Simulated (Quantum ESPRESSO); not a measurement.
## Band energies of NaSbF6

```
NaSbF6
1.0
    0.00000     4.13460     4.13460
    4.13460     0.00000     4.13460
    4.13460     4.13460     0.00000
F Na Sb
6 1 1
Direct
  0.77128   0.77128   0.22872
  0.22872   0.22872   0.77128
  0.22872   0.77128   0.77128
  0.77128   0.22872   0.22872
  0.77128   0.22872   0.77128
  0.22872   0.77128   0.22872
  0.50000   0.50000   0.50000
  0.00000   0.00000   0.00000
```

LDA (pw.x of Quantum ESPRESSO, ONCV potentials, without SOC); path ΓXWKΓLUWLK,UX; energies in eV from the valence-band maximum.

| k (1/Å) | point | band 29 | band 30 | band 31 | band 32 | band 33 | band 34 | band 35 | band 36 |
|---|---|---|---|---|---|---|---|---|---|
| 0.00 | Γ | -0.62 | -0.62 | 0.00 | 0.00 | 0.00 | 5.05 | 9.50 | 10.97 |
| 0.38 |  | -0.65 | -0.65 | -0.16 | -0.16 | 0.00 | 5.56 | 9.55 | 10.93 |
| 0.76 | X | -0.66 | -0.66 | -0.34 | -0.34 | 0.00 | 6.02 | 9.97 | 10.89 |
| 0.76 | W | -0.71 | -0.71 | -0.34 | -0.15 | -0.15 | 6.07 | 10.29 | 10.29 |
| 1.03 | K | -0.72 | -0.62 | -0.30 | -0.26 | -0.07 | 6.05 | 10.10 | 10.13 |
| 1.43 |  | -0.67 | -0.58 | -0.13 | -0.12 | -0.07 | 5.61 | 9.47 | 10.76 |
| 1.83 | Γ | -0.62 | -0.62 | 0.00 | 0.00 | 0.00 | 5.05 | 9.50 | 10.97 |
| 2.16 |  | -0.65 | -0.57 | -0.08 | -0.08 | -0.05 | 5.46 | 9.44 | 10.89 |
| 2.49 | L | -0.64 | -0.51 | -0.17 | -0.17 | -0.12 | 5.90 | 9.28 | 10.73 |
| 2.73 |  | -0.67 | -0.56 | -0.22 | -0.18 | -0.12 | 5.97 | 9.51 | 10.50 |
| 2.96 | U | -0.72 | -0.62 | -0.30 | -0.26 | -0.07 | 6.05 | 10.10 | 10.13 |
| 2.96 | W | -0.71 | -0.71 | -0.34 | -0.15 | -0.15 | 6.07 | 10.29 | 10.29 |
| 3.23 |  | -0.67 | -0.58 | -0.25 | -0.16 | -0.14 | 5.99 | 9.59 | 10.47 |
| 3.50 | L | -0.64 | -0.51 | -0.17 | -0.17 | -0.12 | 5.90 | 9.28 | 10.73 |
| 3.73 |  | -0.67 | -0.56 | -0.22 | -0.18 | -0.12 | 5.97 | 9.51 | 10.50 |
| 3.96 | K | -0.72 | -0.62 | -0.30 | -0.26 | -0.07 | 6.05 | 10.10 | 10.13 |
| 3.96 | U | -0.72 | -0.62 | -0.30 | -0.26 | -0.07 | 6.05 | 10.10 | 10.13 |
| 4.23 | X | -0.66 | -0.66 | -0.34 | -0.34 | 0.00 | 6.02 | 9.97 | 10.89 |

The LDA gap is direct, 5.05 eV at Γ. Another valence extremum on the path lies within 0.02 eV, too close to call.

Without spin-orbit coupling, band edges of such heavy elements can be off by tenths of an eV.

Geometry of the Materials Project entry, not relaxed at this level.
